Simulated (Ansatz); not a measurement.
These are results of DFT PBE, scalar-relativistic, plane waves, PAW (Ansatz), not measurements. Settings: cutoff 420 eV, Γ-centred meshes spaced at most about 0.3 Å⁻¹, and about 0.25 Å⁻¹ or finer for metals (2π included), Gaussian smearing. Collinear spin in cells that started with moments and kept them past the coarse steps, no spin elsewhere.

These are static total energies at zero pressure.

Compare these two cells of VMo2S6, each relaxed at this level.

A. (no spin)

```yaml
crystal:
  lattice:
    - [5.51188, 0.00000, 0.00000]
    - [-2.75594, 4.77343, 0.00000]
    - [0.00000, 0.00000, 6.93137]
  atoms:
    - { symbol: V, position: [0.00000, 0.00000, 0.00000] }
    - { symbol: Mo, position: [0.33333, 0.66667, 0.00000] }
    - { symbol: Mo, position: [0.66667, 0.33333, 0.00000] }
    - { symbol: S, position: [0.67600, 0.00000, 0.77678] }
    - { symbol: S, position: [0.32400, 0.32400, 0.77678] }
    - { symbol: S, position: [0.00000, 0.67600, 0.77678] }
    - { symbol: S, position: [0.32400, 0.00000, 0.22322] }
    - { symbol: S, position: [0.00000, 0.32400, 0.22322] }
    - { symbol: S, position: [0.67600, 0.67600, 0.22322] }
```

B. (site moments under 0.1 μB)

```yaml
crystal:
  lattice:
    - [3.18964, 0.00000, 0.00000]
    - [-1.59482, 2.76231, 0.00000]
    - [0.00000, 0.00000, 20.50457]
  atoms:
    - { symbol: V, position: [0.00000, 0.00000, 0.00000] }
    - { symbol: Mo, position: [0.00000, 0.00000, 0.66757] }
    - { symbol: Mo, position: [0.00000, 0.00000, 0.33243] }
    - { symbol: S, position: [0.66667, 0.33333, 0.92860] }
    - { symbol: S, position: [0.66667, 0.33333, 0.25514] }
    - { symbol: S, position: [0.66667, 0.33333, 0.59022] }
    - { symbol: S, position: [0.33333, 0.66667, 0.74486] }
    - { symbol: S, position: [0.33333, 0.66667, 0.07140] }
    - { symbol: S, position: [0.33333, 0.66667, 0.40978] }
```

Question: Which placement of the atoms is lower in energy, and by how much?

Answer: A is lower, by 14 meV/atom. The two share one framework of sites and differ in which element sits where. A has space group P-31m (No. 162), 20.3 Å³/atom and no gap on its mesh; B has space group P-3m1 (No. 164), 20.1 Å³/atom and no gap. Counting S atoms around Mo and V (those within 1.25 times the shortest such distance or 1.15 times the sum of covalent radii), A and B both have V 6, Mo 6. In A, V has 6 S at 2.36 Å and 6 Mo at 3.18 Å; Mo has 6 S at 2.42 Å, 3 Mo at 3.18 Å and 3 V at 3.18 Å; S is surrounded by 1 V at 2.36 Å and 2 Mo at 2.42 Å. In B, V has 6 S at 2.35 Å; Mo has 6 S at 2.43 Å; around S on its first site lie 3 V at 2.35 Å; 2 more sites not described. Both come from invented guesses.

For metals, differences of a few meV/atom aren't resolved. No dispersion correction is applied, so the spacing and binding between layers, chains or molecules are poorly described (P-31m, P-3m1), and this can change margins and order among such cells. In P-31m an odd number of electrons in the primitive cell allows no gap without spin; a larger cell or a magnetic state could open one. No Hubbard U is applied to the 3d shell of V. Trial moments died out on the coarse mesh in P-31m; another magnetic start might hold. Cells relaxed within their symmetry can be saddle points.
